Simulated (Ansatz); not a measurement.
Si2Mo in space group Cmcm (No. 63; Si on 4c, Si on 4c, Mo on 4c) under volume change, plane-wave PAW PBE (Ansatz code), shape and atoms relaxed at each volume.

| V (Å³/atom) | E − E(relaxed) (meV/atom) | P (GPa) |
|---|---|---|
| 12.728 | 69.5 | 19.54 |
| 13.148 | 28.9 | 11.71 |
| 13.567 | 6.8 | 5.36 |
| 13.987 | 0.0 | 0.00 |
| 14.406 | (withheld) | (withheld) |
| 14.826 | 22.4 | -7.91 |
| 15.246 | (withheld) | (withheld) |

Problem. Fill in the missing entries.

Solution. 
- 14.406, E − E(relaxed) (meV/atom): 6.1
- 14.406, P (GPa): -4.47
- 15.246, E − E(relaxed) (meV/atom): 47.0
- 15.246, P (GPa): -10.76

Problem. What does a third-order Birch–Murnaghan fit give for V₀, B₀ and B′?

Solution. V₀ = 13.99 Å³/atom, B₀ = 160 GPa, B′ = 5.6.

The cell is a constructed one: a structure type filled with these elements; neither database checked (COD, Materials Project) lists it. It is not the phase usual at ambient conditions (space group No. 139). Symmetry was held in the PBE relaxation; its stability against distortions is not shown here. No spin polarisation was allowed.

Potentials: the later of the program's two PAW sets.
